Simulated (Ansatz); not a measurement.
## Cd (bcc): energy against volume

The calculation used DFT, PBEsol, plane waves (420 eV) with PAW, scalar-relativistic (Ansatz). (PAW data from PBE, frozen cores regenerated.)

The cell is scaled uniformly from the relaxed one, with fractional coordinates and shape fixed. Energies are extrapolated to zero smearing, pressures are those at the given smearing. Magnetic state: spin not included.

A Birch-Murnaghan fit gives V₀ = 21.32 Å³/atom, B₀ = 53 GPa, B₀′ = 6.1.

Task: What are the energy above the minimum and the pressure at 19.641 Å³/atom?

Result: 26.2 meV/atom and 5.53 GPa as computed.

Task: What are the energy above the minimum and the pressure at 23.057 Å³/atom?

Result: 19.4 meV/atom and -3.23 GPa as computed.

Task: What are the energy above the minimum and the pressure at 23.911 Å³/atom?

Result: 39.5 meV/atom and -4.22 GPa as computed.
